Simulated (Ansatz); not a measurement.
**AlBiS₃: input and output**

input.yaml (Ansatz 0.2.0)

```yaml
crystal:
  lattice:
    - [3.133314, 5.427053, 0.0]
    - [-3.133314, 5.427053, 0.0]
    - [0.0, -3.618035, 5.204586]
  atoms:
    - { symbol: Bi, position: [0.0, 0.0, 0.0] }
    - { symbol: Bi, position: [0.5, 0.5, 0.5] }
    - { symbol: S, position: [0.4907, 0.4354, 0.8743] }
    - { symbol: S, position: [0.9482, 0.4907, 0.8743] }
    - { symbol: S, position: [0.4354, 0.9482, 0.8743] }
    - { symbol: S, position: [0.4482, 0.9354, 0.3743] }
    - { symbol: S, position: [0.9354, 0.9907, 0.3743] }
    - { symbol: S, position: [0.9907, 0.4482, 0.3743] }
    - { symbol: Al, position: [0.2222, 0.2222, 0.6666] }
    - { symbol: Al, position: [0.7222, 0.7222, 0.1666] }
  symmetry: { tolerance: 0.0003 }
kpoints:
  mp_grid: { grid: [7, 7, 7], shift: [0, 0, 0] }
  band_path:
    path:
      - [0.49441735, -0.25279132, -0.24720868]
      - [0.0, -0.5, 0.0]
      - [0.0, 0.0, 0.0]
      - [0.37360434, -0.37360434, 0.0]
    npoints: 17
magnetization:
  spin_polarized: false
scf:
  occupations: { method: fermi_dirac }
  lower_state_search: "off"
  max_iter: 200
hamiltonian:
  pseudopotentials: { kind: paw }
  xc: pbe
basis:
  ecutwfc: 420
  fft_grid_basis: typed
output:
  forces: true
  stress: true
  eigenvalues: true
  bader: true
  populations: true
  elf: true
  write_potential: true
  volumetric_format: npy
  dos:
    e_range: [-12, 8]
    de: 0.05
    projected: { site_lists: { Al: [Al], Bi: [Bi], S: [S] } }
checkpoint:
  read: saved_state
```

The run starts from an earlier solution of this cell. 

Output (shortened):

```
Warning: crystal.lattice misses the space group found at crystal.symmetry.tolerance 3.0e-4 in a digit that the deck types, which is why this is a warning: making the lattice exact moves one of its numbers by a whole unit of that number's last typed decimal, or more. The operation that it misses by the most changes a squared length by the fraction 1.93e-6.
Pseudopotentials: kind: paw
Pseudopotential: Bi, paw, valence charge 15, recommended cutoff 420 eV (normal), Bi.paw.azcp
Pseudopotential: S, paw, valence charge 6, recommended cutoff 420 eV (normal), S.paw.azcp
Pseudopotential: Al, paw, valence charge 3, recommended cutoff 420 eV (normal), Al.paw.azcp
Functional definition: PBE
  exchange = pbe_x(kappa = kappa, mu = beta*pi^2/3)
  correlation = pbe_c(beta = beta)
Crystal: 10 atoms, lattice volume = 177.004 Å³
Basis set: ecut = 420 eV, 3491 PW (Γ), exchange–correlation on 90×90×90 points (8 copies of the dense FFT grid, shifted against one another)
Bands: 46, of which v1, the nominal top of the filled ones, is band 36 counted from 1 (35 counted from 0)
Symmetry: 6 space group operations
Space group: R3c (ITA 161), of the structure as read, at distance tolerance 1.7e-3 Å
k-points: 44 of 343 (time reversal used)
Initial density: read from a saved state, or passed on in memory by an earlier SCF of this step, an earlier step, the calling program or the single point that the run made first
Functional: x = pbe(κ = 0.804, μ = 0.2195), c = pbe(β = 0.0667)
Free energy (F): -31283.2932 eV
Harris-Foulkes:  -31283.2932 eV  (|F-HF|=5.58e-9)
Internal energy: -31283.2867 eV  (E = F + TS)
E sigma→0 (E₀):  -31283.2900 eV
Entropy (-TS):   -0.0064 eV (-0.644 meV/atom)
Fermi energy:    10.8571 eV
--- Per-component energies (eV) ---
  E_band       = -46.7655
  E_kinetic    = 1330.3505
  E_local      = -3541.5545  (includes V_loc(G=0)·N_el)
  E_nonlocal   = 1319.0259
  E_hartree    = 1175.4132
  E_xc         = -981.7856
  E_vxc        = -893.5416  (∫ρ·V_xc dr)
  E_paw        = -25865.1388  (= ΣΔE_a)
  E_vpaw       = -611.8679  (= ΣTr[D̂ρ^β])
  E_aug_tail   = -0.0009  (compensation charges beyond the density's cutoff)
  E_ewald      = -4719.5965
  E_smearing   = -0.0064  (= −TS)
--- Forces (eV/Å), atoms counted from 1 ---
  atom   1  Bi     0.0000     0.0000    -0.6106
  atom   2  Bi     0.0000     0.0000    -0.6106
  atom   3  S      0.6755     0.6007     0.5762
  atom   4  S     -0.8580     0.2847     0.5762
  atom   5  S      0.1825    -0.8854     0.5762
  atom   6  S     -0.1825    -0.8854     0.5762
  atom   7  S     -0.6755     0.6007     0.5762
  atom   8  S      0.8580     0.2847     0.5762
  atom   9  Al     0.0000     0.0000    -1.1179
  atom  10  Al     0.0000     0.0000    -1.1179
--- Stress (GPa, compression-positive) ---
       21.9536       0.0000       0.0000
        0.0000      21.9536       0.0000
        0.0000       0.0000      21.6642
  P = ⅓ Tr σ = 21.8571 GPa (218.571 kbar)
--- Bader charges: 10 sites ---
  site symbol  charge [e]  shift [e]
     0     Bi      1.3399     0.0015
     1     Bi      1.3399     0.0015
     2      S     -1.2392     0.0008
     3      S     -1.2392     0.0008
     4      S     -1.2392     0.0008
     5      S     -1.2392     0.0008
     6      S     -1.2392     0.0008
     7      S     -1.2392     0.0008
     8     Al      2.3777     0.0009
     9     Al      2.3777     0.0009
```

Origin: a known structure type with other elements, at an estimated volume, so it need not be a known compound. Caveats: atoms or cell far from equilibrium.
